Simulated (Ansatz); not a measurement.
Structure relaxation, Ta

The start is a relaxed Ta cell, doubled along one cell vector, shaken by Gaussian noise of σ = 0.08 Å a coordinate. Cell shape, volume and atoms are optimised at zero target pressure with r2SCAN (plane waves to 500 eV, PAW, scalar-relativistic; Ansatz, a quantum-chemistry and plane-wave program). First-step values are on the input's coarse k-mesh.

Ansatz input (later rounds restart from its end on a renewed k-mesh):
Ansatz 0.2 input:
```yaml
crystal:
  lattice:
    - [5.4521760252, 0, 0]
    - [0, 2.7260880126, 0]
    - [0, 0, 2.7260880126]
  atoms:
    - { symbol: Ta, position: [-0.0086524045, -0.0010980298, 0.0137506273] }
    - { symbol: Ta, position: [0.4939814416, 0.0038945089, -0.0098285364] }
basis: { ecutwfc: 500, ecutrho_ratio: 4, xc_grid: 4, fft_grid_basis: typed }
kpoints: { mp_grid: { grid: [6, 12, 12] } }
hamiltonian:
  xc: r2scan
  dispersion: none
  pseudopotentials: { azcp: { folder: ./paw }, kind: paw }
scf: { occupations: { method: fermi_dirac, width: 0.05 } }
relax: { f_tol: 0.01, max_steps: 100, cell: { stress_tol: 0.02 } }
output: { forces: true, stress: true }
```

Problem. What is the largest force in the starting geometry, and on which atom (counted from 1)?

Solution. 0.21 eV/Å, on Ta1, Ta2 (atoms numbered as listed).

Problem. By how much does the energy per atom fall from start to end?

Solution. 1.17 eV/atom.

Problem. How does the volume change?

Solution. -10.9 %, from 20.26 to 18.05 Å³/atom.

Problem. Is the parent structure recovered?

Solution. It does not go back: it reaches Im-3m (No. 229), bcc (W type), 1.19 eV/atom below the parent.

Problem. Give the final cell and atomic positions.

Solution. 
```cif
data_Ta2
_chemical_formula_sum 'Ta2'
_space_group_name_H-M_alt 'Im-3m'
_space_group_IT_number 229
_space_group_name_Hall '-I 4 2 3'
_cell_length_a 3.30509
_cell_length_b 3.30509
_cell_length_c 3.30509
_cell_angle_alpha 90.000
_cell_angle_beta 90.000
_cell_angle_gamma 90.000
loop_
_atom_site_label
_atom_site_type_symbol
_atom_site_symmetry_multiplicity
_atom_site_Wyckoff_symbol
_atom_site_fract_x
_atom_site_fract_y
_atom_site_fract_z
_atom_site_occupancy
Ta1 Ta 2 a 0.00000 0.00000 0.00000 1
```
(The calculation used a cell of 1 atom; values per cell refer to that cell.)

Final values are on a 20×20×20 k-mesh of the relaxed cell. No spin polarisation in the result.

The run could not lose the symmetry of its start.

Of the parent cell (Pm-3m (No. 221)): it is a generated cell of Ta: the first start was made by placing the elements on the sites of a structure type, and the end was not matched to a known phase here, so it may be hypothetical. Known forms of Ta include space group No. 229.
